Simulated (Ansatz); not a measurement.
Input and command of a calculation in Ansatz (plane waves; scalar-relativistic PAW potentials unless the input names others):

```yaml
crystal:
  lattice:
    - [0.0, 1.9913294518, 2.0908959244]
    - [1.9913294518, 0.0, 2.0908959244]
    - [1.9913294518, 1.9913294518, 0.0]
  atoms:
    - { symbol: Al, position: [0.0, 0.0, 0.0] }
basis:
  ecutwfc: "450 eV"
  xc_grid: 4
kpoints:
  mp_grid: { grid: [22, 22, 22] }
hamiltonian:
  xc: r2scan
scf:
  occupations: { method: methfessel_paxton, width: 0.3 }
output:
  forces: true
  eigenvalues: true
  stress: true
```

```bash
ansatz run input.yaml --threads 1 --pin off --max-ram 2560MiB --backend cpu --events-out ev --progress --plain --runs-dir out
```

Abridged log:
```
Warning: basis.ecutwfc = 450 eV is below the records' recommended 500 eV, and the density's cutoff is lower with it unless basis.ecutrho_ratio is high enough to keep the records' density cutoff: compare with a run at a higher cutoff
Basis set: ecut = 450 eV, 347 PW (Γ), exchange–correlation on 80×80×80 points (64 copies of the dense FFT grid, shifted against one another)
Bands: 6, of which v1, the nominal top of the filled ones, is band 2 counted from 1 (1 counted from 0)
Symmetry: 16 space group operations
k-points: 834 of 10648
SCF iter   1: F=—  HF=-540.390431 eV  |F-HF|=—  |Δ(HF+E_count)|=         —  Δρ=3.48e-3  dr2=2.28e-3  dr2_τ=4.17e-3  ethr=1.77e-3  ⟨swp⟩=4.5  Hψ=41214  notcnv=0
SCF iter   2: F=—  HF=-540.398141 eV  |F-HF|=—  |Δ(HF+E_count)|=   7.71e-3  S|Δr|=    0.00e0  Δρ=2.33e-3  dr2=1.02e-3  dr2_τ=2.50e-6  ethr=7.59e-5  ⟨swp⟩=2.2  Hψ=12937  notcnv=0
SCF iter   3: F=—  HF=-540.398078 eV  |F-HF|=—  |Δ(HF+E_count)|=   6.34e-5  S|Δr|=    0.00e0  Δρ=1.04e-3  dr2=1.93e-4  dr2_τ=5.55e-7  ethr=3.39e-5  ⟨swp⟩=1.0  Hψ=4711  notcnv=0
SCF iter   4: F=—  HF=-540.398068 eV  |F-HF|=—  |Δ(HF+E_count)|=   9.77e-6  S|Δr|=    0.00e0  Δρ=3.35e-4  dr2=1.91e-5  dr2_τ=2.55e-8  ethr=6.43e-6  ⟨swp⟩=1.0  Hψ=4711  notcnv=0
SCF iter   5: F=—  HF=-540.398068 eV  |F-HF|=—  |Δ(HF+E_count)|=   1.74e-8  S|Δr|=    0.00e0  Δρ=6.06e-5  dr2=6.15e-7  dr2_τ=7.07e-10  ethr=6.37e-7  ⟨swp⟩=1.0  Hψ=4711  notcnv=0
SCF iter   6: F=-540.398068 eV  HF=-540.398068 eV  |F-HF|=1.14e-9  |Δ(HF+E_count)|=   4.56e-8  S|Δr|=    0.00e0  Δρ=7.63e-6  dr2=9.89e-9  dr2_τ=1.34e-11  ethr=3.33e-9  ⟨swp⟩=5.2  Hψ=24828  notcnv=0
SCF 1 converged in 6 iterations: F = -540.398068 eV  dr2 = 9.89e-9
SCF converged after 6 iterations
Stability not checked: this state was not tested for a lower state beside it, because cold or Methfessel-Paxton smearing, or corrected tetrahedra, fill the levels in a way that the test cannot read (fill_not_monotonic; see scf.lower_state_search)
Free energy (F): -540.398068 eV
Harris-Foulkes:  -540.398068 eV  (|F-HF|=1.14e-9)
Internal energy: -540.397680 eV  (E = F + TS)
E sigma→0 (E₀):  -540.397971 eV
Entropy (-TS):   -0.000388 eV (-0.388 meV/atom)
Fermi energy:    7.929951 eV
--- Forces (eV/Å), atoms counted from 1 ---
  atom   1  Al     0.00000000     0.00000000     0.00000000
--- Stress (GPa, compression-positive) ---
       -2.138219       0.000000       0.000000
        0.000000      -2.138219       0.000000
        0.000000       0.000000      -5.442436
  P = ⅓ Tr σ = -3.2396 GPa (-32.396 kbar)
```

Apart from outputs and empty bands, the input differs from a reference run on usual settings in basis.xc_grid: not typed → 4; scf.occupations.method: "gaussian" → "methfessel_paxton"; scf.occupations.width: 0.15 → 0.3; basis.ecutwfc: 500 → "450 eV". The reference, at the same geometry (not necessarily relaxed), gave pressure -3.22 GPa, largest force 0.000 eV/Å, no gap on the mesh. This run converged in 6 SCF iterations (reference: 6) with an energy at zero smearing 0.10 meV/atom above the reference's, pressure -3.24 GPa, largest force 0.000 eV/Å, no gap on the mesh. Its smearing width and cutoff are looser than usual, yet energy, pressure and forces hardly moved.

Time: 14 s on 1 thread of AMD EPYC 7R43 64-Core Processor (Zen 3), on a shared host, peak memory 0.47 GiB.